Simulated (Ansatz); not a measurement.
**GdNi3 with basis.ecutwfc, scf.max_iter changed**

All numbers are calculated (PBEsol, collinear spin, no spin-orbit coupling; Ansatz, PAW set soft_2, 420 eV, k-mesh 9×9×9), not measured. These are the settings of the reference run.

Cell:

```
CELL_PARAMETERS angstrom
2.44855 1.41367 8.03356
-2.44855 1.41367 8.03356
0.00000 -2.82735 8.03356
ATOMIC_POSITIONS crystal
Gd 0.00000 0.00000 0.00000
Gd 0.13900 0.13900 0.13900
Gd 0.86100 0.86100 0.86100
Ni 0.58184 0.08153 0.58184
Ni 0.58184 0.58184 0.08153
Ni 0.08153 0.58184 0.58184
Ni 0.41816 0.91847 0.41816
Ni 0.91847 0.41816 0.41816
Ni 0.41816 0.41816 0.91847
Ni 0.33293 0.33293 0.33293
Ni 0.66707 0.66707 0.66707
Ni 0.50000 0.50000 0.50000
```

The reference run of this cell is solved again as a single point with these keys changed:

| key | reference run | changed run |
| --- | --- | --- |
| basis.ecutwfc | 420 | 30 |
| scf.max_iter | not typed | 60 |

Question: How does the changed run end?

Answer: It is refused before the calculation starts. Message: Error: inconsistent input (basis.ecutwfc, kpoints): the smallest per-k basis holds n_pw = 56 plane waves (k-point 77, counted from 0 among those solved) but the deck needs at least 120 band(s) per channel, and no run solves more bands than the smallest per-k basis has plane waves; raise basis.ecutwfc until the smallest per-k basis, which caps the automatic band count, holds at least 120 plane wave
